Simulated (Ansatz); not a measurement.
**Computed properties of TiAu4**

TiAu$_{4}$:
Space group I4/m (No. 87); a = b = 6.465 Å, c = 3.953 Å, α = β = γ = 90.00°

| atom | site | symmetry | x | y | z |
|---|---|---|---|---|---|
| Ti | 2a | 4/m.. | 0.0000 | 0.0000 | 0.0000 |
| Au | 8h | m.. | 0.3947 | 0.2059 | 0.0000 |
(The calculation used a cell of 5 atoms; values per cell refer to that cell.)

Space group I4/m (No. 87); conventional cell a = 6.465 Å, b = 6.465 Å, c = 3.953 Å, α = 90.00°, β = 90.00°, γ = 90.00°.

Method: the program Ansatz at the PBEsol level (PAW). The cell and atoms are relaxed at this level. Other levels are named where they apply.

Cell and energy:

```
Quantity                                                       Value
-----------------------------------------------------  -------------
Volume per atom                                             16.52 Å³
Density                                                  16.80 g/cm³
Formation energy from the elements (no fitted shifts)  -0.33 eV/atom
```

Electronic structure:

```
Item                                                                         Value
------------------------------------  --------------------------------------------
Electronic character                                             metallic (no gap)
Density of states at the Fermi level  0.39 states/eV per atom (mean over ±0.08 eV)
```

Mechanics:

```
Quantity                              Value
----------------------------------  -------
Bulk modulus (Birch–Murnaghan fit)  177 GPa
Pressure derivative B′                  5.5
```

Phonons:

```
Property                                       Result
-----------------------------  ----------------------
Highest zone-centre frequency                25.8 meV
Zone-centre stability          no imaginary mode at Γ
```

The first step of the workflow began from a Materials Project structure, measured or hypothetical; the Crystallography Open Database copy checked does not list it. With Ti and Au taken as one species the cell has the higher symmetry Fm-3m, so it may be an ordered model of a mixed-site phase. Whether it is the stable phase at ambient conditions was not checked. The cell was relaxed with PBEsol under the symmetry of its start. No spin polarisation was allowed. As this level gives no gap, phonon frequencies hold no LO–TO term and depend on the k-mesh and smearing (Fermi–Dirac, 0.1 eV here). Axis ratios of metals converge slowly with the k-mesh, so a and c are less sure than the volume. The references are the lowest solids computed at this level, not always the standard phases. Spin–orbit coupling is left out wherever it is not named.

Potentials: the later of the program's two PAW sets.
